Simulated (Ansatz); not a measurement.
Relaxed Mg (hcp, Mg type):

```yaml
crystal:
  lattice:
    - [6.37284, 0.00000, 0.00000]
    - [-1.59321, 2.75952, 0.00000]
    - [0.00000, 0.00000, 5.22378]
  atoms:
    - { symbol: Mg, position: [0.16667, 0.66667, 0.75000] }
    - { symbol: Mg, position: [0.66667, 0.66667, 0.75000] }
    - { symbol: Mg, position: [0.33333, 0.33333, 0.25000] }
    - { symbol: Mg, position: [0.83333, 0.33333, 0.25000] }
```

Method: PBE (plane waves to 420 eV, PAW, scalar-relativistic; Ansatz, a first-principles code). k mesh 7×14×7 (Γ-centred), Fermi-Dirac smearing 0.05 eV. With partly filled bands, energies and forces of such displacements shift with the k mesh and the smearing. Mg was relaxed with its symmetry unable to fall.

One atom of the cell was then moved (with its periodic images), all else fixed, and the forces (eV/Å) came out as:

```json
[
 {"atom": "Mg1", "Fx": "0.171", "Fy": "0.124", "Fz": "-0.008"},
 {"atom": "Mg2", "Fx": "-0.214", "Fy": "-0.173", "Fz": "-0.186"},
 {"atom": "Mg3", "Fx": "0.032", "Fy": "0.018", "Fz": "0.046"},
 {"atom": "Mg4", "Fx": "0.011", "Fy": "0.032", "Fz": "0.148"}
]
```

### Question
Which atom was moved, and by which vector (Å)?

### Answer
Mg2, by (0.07, 0.07, 0.07), 0.13 Å in all.

(For displaced atoms, the force is minus the slope of the energy, and its curvature is a force constant, which sets phonon frequencies.)
